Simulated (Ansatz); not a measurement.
CaTiO₃:
```xyz
20
Lattice="5.4376 0.0000 0.0000 0.0000 7.5924 0.0000 0.0000 0.0000 5.3358" Properties=species:S:1:pos:R:3 pbc="T T T"
Ca     2.9591     5.6943     2.7185
Ca     2.4785     1.8981     2.6173
Ca     5.1973     1.8981     0.0506
Ca     0.2403     5.6943     5.2852
Ti     2.7188     3.7962     0.0000
Ti     0.0000     3.7962     2.6679
Ti     0.0000     0.0000     2.6679
Ti     2.7188     0.0000     0.0000
O      2.6096     5.6943     0.4225
O      2.8279     1.8981     4.9133
O      0.1091     1.8981     3.0904
O      5.3284     5.6943     2.2454
O      4.2997     7.2763     4.2225
O      1.1378     0.3161     1.1132
O      3.8566     0.3161     1.5546
O      1.5810     7.2763     3.7811
O      1.5810     4.1123     3.7811
O      3.8566     3.4801     1.5546
O      1.1378     3.4801     1.1132
O      4.2997     4.1123     4.2225
```

Relaxed with PBEsol. Special points in fractions of this cell's reciprocal vectors: Γ (0.000, 0.000, 0.000); X (0.500, 0.000, 0.000); S (0.500, 0.500, 0.000); Y (0.000, 0.500, 0.000); Z (0.000, 0.000, 0.500); U (0.500, 0.000, 0.500); R (0.500, 0.500, 0.500); T (0.000, 0.500, 0.500).

Problem. List the band energies nearest the valence-band maximum at these points for PBEsol (plane waves, PAW; program Ansatz).

Solution. In eV from the valence-band maximum; about four levels below and three above (degenerate sets whole), none deeper than 8.9 eV; points with the same levels are listed once.

```
k                                below                above
-  -----------------------------------  -------------------
Γ               -0.10 -0.08 -0.01 0.00       2.43 2.43 2.51
X              -0.43 -0.43 -0.22 -0.22  3.30 3.30 3.43 3.43
S              -0.32 -0.32 -0.32 -0.32  3.72 3.72 3.72 3.72
Y              -0.22 -0.22 -0.15 -0.15  2.55 2.55 3.29 3.29
Z              -0.47 -0.47 -0.29 -0.29  3.37 3.37 3.39 3.39
U  -0.29 -0.29 -0.29 -0.29 -0.08 -0.08  2.53 2.53 3.75 3.75
R              -0.35 -0.35 -0.35 -0.35  3.37 3.37 3.37 3.37
T              -0.30 -0.30 -0.26 -0.26  3.67 3.67 3.71 3.71
```

Space group Pnma. The first step of the workflow began from a Materials Project structure, measured or hypothetical; the Crystallography Open Database files this formula in space group No. 62, but the cells were not matched. Whether it is the stable phase at ambient conditions was not checked. The PBEsol relaxation kept the symmetry of its start; phonons on a q-mesh show no instability. No spin polarisation was allowed.

Potentials: the earlier of the program's two PAW sets.
